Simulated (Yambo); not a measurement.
Yambo run on NaCl (rock salt, space group Fm-3m, No. 225). The wavefunctions are norm-conserving PBEsol (Quantum ESPRESSO, 88 Ry, scalar-relativistic) ones on a 4×4×4 mesh (8 occupied bands); a = b = c = 3.962 Å, α = β = γ = 60.00°.

Yambo input:

```
rim_cut
gw0
dyson
el_el_corr
HF_and_locXC
ppa
em1d
RandQpts= 1000000
RandGvec= 1 Ry
EXXRLvcs= 88 Ry
VXCRLvcs= 352 Ry
Chimod= "HARTREE"
% BndsRnXp
 2 | 98 |
%
NGsBlkXp= 10 Ry
% LongDrXp
 1.0 | 1.0 | 1.0 |
%
PPAPntXp= 27.2114 eV
% GbndRnge
 1 | 33 |
%
GTermKind= "none"
DysSolver= "n"
ExtendOut
% QPkrange
 1 | 1 | 8 | 9 |
%
```

k points by index: 1 = Γ.

The o-*.qp file then holds:

```
#    K-point    Band    Eo [eV]    E [eV]    E-Eo [eV]    Vxc [eV]    Vnlxc [eV]    Sc|Eo [eV]    Sc|E [eV]    dSc/dw|Eo [eV]    Re(Z)    Im(Z)
#
    1    8    0.000000    -1.714553    -1.714553    -14.35573    -18.85347    2.399288    2.783184    -6.092353    0.817065    -0.001216
    1    9    5.008295    6.175479    1.167184    -8.420817    -4.277970    -2.797967    -2.975663    -4.142404    0.867881    -0.940130E-3
```
(The two width columns are left out.) Convergence of these settings isn't established.

Geometry relaxed with PBEsol.
